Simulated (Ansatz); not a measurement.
SiNi:
```cif
data_Ni4Si4
_chemical_formula_sum 'Si4 Ni4'
_space_group_name_H-M_alt 'P213'
_space_group_IT_number 198
_space_group_name_Hall 'P 2ac 2ab 3'
_cell_length_a 4.46438
_cell_length_b 4.46438
_cell_length_c 4.46438
_cell_angle_alpha 90.000
_cell_angle_beta 90.000
_cell_angle_gamma 90.000
loop_
_atom_site_label
_atom_site_type_symbol
_atom_site_symmetry_multiplicity
_atom_site_Wyckoff_symbol
_atom_site_fract_x
_atom_site_fract_y
_atom_site_fract_z
_atom_site_occupancy
Si1 Si 4 a 0.84693 0.84693 0.84693 1
Ni1 Ni 4 a 0.14865 0.14865 0.14865 1
```

Relaxed with r²SCAN.

### Question
Tabulate the valence density and the electron localisation function along the shortest Si–Ni contact (2.33 Å), r²SCAN in the plane-wave PAW code Ansatz.

### Answer


```tsv
distance from Si (Å)	density (e/Å³)	ELF
0.23	0.09	0.29
0.35	0.15	0.21
0.47	0.24	0.25
0.58	0.34	0.38
0.70	0.41	0.53
0.82	0.44	0.63
0.93	0.44	0.64
1.05	0.44	0.58
1.17	0.44	0.45
1.28	0.49	0.30
1.40	0.61	0.23
1.52	0.99	0.22
1.63	2.00	0.25
1.75	4.42	0.31
1.87	9.84	0.39
1.98	20.50	0.49
2.10	36.72	0.60
```

The density is the valence pseudo-density with augmentation charge, so density and ELF within about 1 Å of a nucleus are not all-electron values.

Space group P2_13. The first step of the workflow began from a Materials Project structure, measured or hypothetical; the Crystallography Open Database copy checked does not list it. It is not the phase usual at ambient conditions (space group No. 62). The r²SCAN relaxation kept the symmetry of its start; its stability against distortions is not shown here. The run is not spin-polarised.

Potentials: the later of the program's two PAW sets.
